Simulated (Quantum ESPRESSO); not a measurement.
Nb2Re3Ag2Ta, one composition in several site orders

A calculation, not a measurement. The program is pw.x of Quantum ESPRESSO 7.5 (plane-wave density functional theory). The cell is made up: eight metal atoms on a face-centred cubic lattice, with elements, volume, strain and displacements drawn at random and not relaxed, so it may be unstable or far from any real phase. PseudoDojo standard norm-conserving files set the functional (PBE unless stated); there is no spin polarisation or spin-orbit coupling, the Fermi-Dirac width of 0.25 eV means electrons at about 2900 K, and the masses in the input are unused placeholders. Heavy elements are run without spin-orbit coupling, which real alloys of them have. A spin test at this wide smearing found no moment, but such smearing suppresses magnetism that the real alloy may have.

The runs put one composition on the sites in different orders. Cell, positions, cutoff, mesh and smearing stay as in the input of run 1; sites are counted in its order. Stress in the tables is positive in tension.

Input of run 1:

```
&control calculation='scf', pseudo_dir='./dojo.nc.sr.pbe.v0_5.standard.upf', outdir='./o', disk_io='minimal', tprnfor=.true., tstress=.true. /
&system ibrav=0, nat=8, ntyp=4, nbnd=77, ecutwfc=82.02448710, nosym=.true., tot_charge=0,
 occupations='smearing', smearing='fd', degauss=0.0183746611
/
&electrons conv_thr=1.470e-08, electron_maxstep=70, mixing_beta=0.5 /
ATOMIC_SPECIES
Ag 1.0 Ag.upf
Nb 1.0 Nb.upf
Re 1.0 Re.upf
Ta 1.0 Ta.upf
CELL_PARAMETERS angstrom
-0.0283 4.1385 -0.0066
-4.0725 0.0349 -4.1496
-4.1043 0.0216 4.1814
ATOMIC_POSITIONS angstrom
Nb -0.0608 -0.0764 0.0989
Re -2.0261 0.0224 2.1621
Ag -2.0281 0.0898 -1.9704
Ag -4.1158 0.0713 -0.0951
Re -2.0715 2.069 0.027
Re -4.0892 2.0262 2.1738
Ta -4.0527 2.029 -2.0997
Nb -6.1321 2.1641 -0.0909
K_POINTS automatic
6 4 4 1 1 1
```

| run | elements on sites 1 to 8 | free energy less that of run 1 (eV) | -TS (eV) | pressure (GPa) | stress xx (GPa) | stress yy (GPa) | stress zz (GPa) | stress yz (GPa) | stress xz (GPa) | stress xy (GPa) | iterations |
| --- | --- | --- | --- | --- | --- | --- | --- | --- | --- | --- | --- |
| 1 | Nb Re Ag Ag Re Re Ta Nb | 0.000 | -1.698 | -8.18 | 8.81 | 6.17 | 9.54 | -0.73 | -1.10 | -0.91 | 19 |
| 2 | Re Ag Nb Ag Ta Nb Re Re | -0.040 | -1.678 | -8.73 | 10.37 | 5.31 | 10.50 | 0.80 | 2.26 | -1.31 | 20 |
| 3 | Nb Re Ag Ag Re Ta Nb Re | -0.455 | -1.690 | -8.59 | 10.22 | 5.64 | 9.91 | -0.88 | -2.57 | -0.90 | 19 |
| 4 | Re Ag Ag Ta Re Nb Re Nb | -0.269 | -1.394 | -11.22 | 10.24 | 11.03 | 12.39 | -0.30 | -1.20 | -1.60 | 19 |
| 5 | Re Ag Ag Re Re Nb Ta Nb | -0.516 | -1.399 | -11.05 | 9.50 | 12.88 | 10.77 | -0.07 | -0.53 | -1.05 | 18 |
| 6 | Nb Nb Re Ag Ta Re Ag Re | 0.155 | -1.664 | -8.71 | 6.51 | 9.03 | 10.58 | 0.00 | -0.53 | -0.82 | 19 |

Forces Fx Fy Fz (eV/Å):

| site | run 1 | run 2 | run 3 | run 4 | run 5 | run 6 |
| --- | --- | --- | --- | --- | --- | --- |
| 1 | -0.82 0.28 -1.67 | 1.15 0.17 -0.06 | 0.15 0.12 -0.34 | 0.05 0.11 0.19 | -0.19 0.02 -0.60 | 1.86 0.36 -0.84 |
| 2 | -1.89 -0.09 -1.51 | -0.33 -0.16 -0.43 | -1.02 -0.22 -0.13 | -0.52 -0.21 -1.29 | -0.84 -0.24 -1.20 | -1.46 -0.31 0.46 |
| 3 | 0.37 -0.77 -0.65 | -0.11 -0.81 -1.92 | 0.13 -0.81 -0.88 | 0.10 -0.91 -0.81 | 0.25 -0.91 -0.73 | 2.00 -0.35 -0.73 |
| 4 | 0.74 -0.45 1.51 | -0.29 -0.49 1.07 | 0.38 -0.48 1.28 | 1.73 -0.35 0.48 | 1.17 -0.18 1.24 | 0.14 -0.41 1.48 |
| 5 | 0.71 0.28 1.30 | 0.58 0.34 0.45 | 0.46 0.30 0.90 | 0.10 0.23 0.34 | -0.03 0.23 0.28 | -0.89 0.13 -0.75 |
| 6 | 1.42 0.42 0.54 | -0.25 0.58 0.49 | 1.01 0.56 -0.37 | -0.51 0.78 -0.06 | -0.61 0.58 -0.59 | -0.84 0.14 -0.61 |
| 7 | -0.51 0.64 0.41 | 0.12 0.74 -0.62 | -0.59 0.72 0.16 | -0.31 0.83 -0.41 | -0.13 0.78 -0.12 | 0.27 0.65 0.11 |
| 8 | -0.03 -0.31 0.08 | -0.87 -0.37 1.03 | -0.52 -0.19 -0.61 | -0.63 -0.48 1.57 | 0.37 -0.29 1.71 | -1.07 -0.22 0.88 |

The sites are displaced and not relaxed, so the energy differences mix bonding between neighbours with strain and are not ordering energies. A rerun of one cell of this series at a higher cutoff and on a denser mesh moved values by no more than 0.005 eV in energy, 0.12 GPa in stress and 0.016 eV/Å in force, and a second program with other atomic files agreed on that cell to 2 % rms in force and 0.5 GPa in pressure.